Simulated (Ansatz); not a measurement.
**Property card for Zn$_{3}$Cd$_{2}$Se$_{5}$**

The calculation used Ansatz, DFT PBE, scalar-relativistic, plane waves, PAW.

Settings: cutoff 420 eV, Γ-centred mesh 10×10×10 on the computed 10-atom cell, Gaussian smearing of 0.02 eV; no spin polarisation.

The structure is relaxed at this level of theory with its symmetry kept, and needn't be the ground state of this composition.

Space group I-4m2 (No. 119), tetragonal, a = 4.164 Å, c = 29.840 Å. Zn on a site of symmetry 2mm has 4 Se at 2.50 Å; around Zn on a site of symmetry -4m2 lie 4 Se at 2.50 Å; Cd is surrounded by 4 Se at 2.66 Å; Se on a site of symmetry 2mm has 2 Zn at 2.50 Å and 2 Cd at 2.66 Å; Se on a second site of symmetry 2mm is surrounded by 4 Zn at 2.50 Å; Se on a site of symmetry -4m2 has 4 Cd at 2.66 Å.

- Volume per atom: 25.87 Å³
- Formation energy from the elements' standard states (uncorrected): -0.668 eV/atom
- Kohn–Sham band gap: 0.77 eV
- Orbital (Löwdin) character of the top 1 eV of the valence band: Se 4p 91 %
- Orbital (Löwdin) character of the lowest 1 eV of the conduction band: Cd 5s 30 %, Se 4p 26 %, Zn 4s 25 %, Se 4s 16 %
- Bader charge by site (e): Zn (2 in the cell) 0.75, Zn (1 in the cell) 0.75, Cd (2 in the cell) 0.72, Se (2 in the cell) -0.73, Se (2 in the cell) -0.74, Se (1 in the cell) -0.72

The cell was found from a structure generator's guess, not taken from experiment. Kohn–Sham gaps at this level usually fall short of measured ones. Löwdin shares on free-atom orbitals overweight diffuse shells in the empty bands.
